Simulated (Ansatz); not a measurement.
TiZn2O4 in space group Imma (No. 74; Pearson symbol oI28), PBEsol (plane waves, PAW; program Ansatz). The conduction-band minimum lies at Γ, with 1 equivalent valley. Second derivatives d²E/dk² of the lowest band at one valley (eV·Å²), along Cartesian directions:

| direction | d²E/dk² |
|---|---|
| [100] | 12.56 |
| [010] | 8.089 |
| [001] | 6.847 |
| [110] | 10.33 |
| [101] | 9.703 |
| [011] | 7.472 |

Problem. Find the principal effective masses, the density-of-states mass and the conductivity mass.

Solution. Off-diagonal terms follow from H_xy = H[110] − (H_xx + H_yy)/2, and m*/mₑ = 7.620 eV·Å² over each eigenvalue: 0.61, 0.94, 1.1. One valley's DOS mass (m₁m₂m₃)^(1/3) = 0.86, conductivity mass 3/(Σ 1/mᵢ) = 0.83 mₑ.

Problem. What effective density of states Nc follows at 300 K for parabolic valleys?

Solution. Nc = 2.509e19 × 1 × (0.86)^(3/2) ≈ 2.0e19 cm⁻³.

The first step of the workflow began from a Materials Project structure, measured or hypothetical; the Crystallography Open Database copy checked does not list it. COD files the formula under space group No. 95. Whether it is the stable phase at ambient conditions was not checked. Symmetry was held in the PBEsol relaxation; phonons show weakly imaginary modes. The run is not spin-polarised.

Potentials: the later of the program's two PAW sets.

Edges and masses are those of Kohn–Sham bands, whose gap is no quasiparticle gap.
